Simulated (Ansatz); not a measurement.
With DFT-PBE in the program Ansatz with PAW potentials, Al in the hexagonal phase (P6/mmm; Al on 2e, Al on 2d, Al on 3f) relaxes to a = 5.257 Å, c = 5.052 Å.

Electronic character: metallic (no gap).

An equation-of-state fit gives a bulk modulus of 69.3 GPa.

The start of the workflow was typed in or built on a structure type; neither database checked (COD, Materials Project) lists it. It is not the phase usual at ambient conditions (space group No. 225). The PBE relaxation kept the symmetry of its start; whether a distortion lowers the energy is not shown. Axis ratios of metals converge slowly with the k-mesh, so a and c are less sure than the volume.

Potentials: the later of the program's two PAW sets.
